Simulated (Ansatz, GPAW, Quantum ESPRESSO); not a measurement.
**One calculation of HfMo, 3 ways**

```
Hf Mo
1.0
     1.67120   -2.47247    0.00000
     1.67120    2.47247    0.00000
     0.00000    0.00000    4.44701
Hf Mo
1 1
Cartesian
  0.0000 0.0000 0.0000
  1.6712 0.0000 2.2235
```

The cell comes from a database or a generator and needn't be the stable form of this composition.

Alike in all runs: task single point; functional PBE; k mesh 10 × 10 × 6; occupations fermi-dirac, width 0.05 eV; no spin polarisation; no spin-orbit coupling. Pressure is positive in compression and, in plane waves, holds the error of the finite cutoff, which Ansatz's Pulay term estimates and takes out.

```json
{"program and potentials": "Ansatz, Ansatz PAW", "plane-wave cutoff (eV)": "420", "notes": "20 valence electrons an atom on average; Pulay term of +0.05 GPa included", "band gap (eV)": "no gap", "pressure (GPa)": "0.17"}
{"program and potentials": "GPAW, GPAW PAW data sets (gpaw-data 1.2.1)", "plane-wave cutoff (eV)": "600", "notes": "13 valence electrons an atom on average", "band gap (eV)": "no gap", "pressure (GPa)": "0.51"}
{"program and potentials": "Quantum ESPRESSO, SSSP 1.3 efficiency PBE", "plane-wave cutoff (eV)": "816", "notes": "13 valence electrons an atom on average", "band gap (eV)": "no gap", "pressure (GPa)": "0.14"}
```

None finds a gap. The pressure spans 0.14 (Quantum ESPRESSO, SSSP 1.3 efficiency PBE) to 0.51 GPa (GPAW, GPAW PAW data sets (gpaw-data 1.2.1)).

The functional is the same throughout but for its coding, so the spread measures potentials, basis and numerics; runs on potential files found faulty are left out.
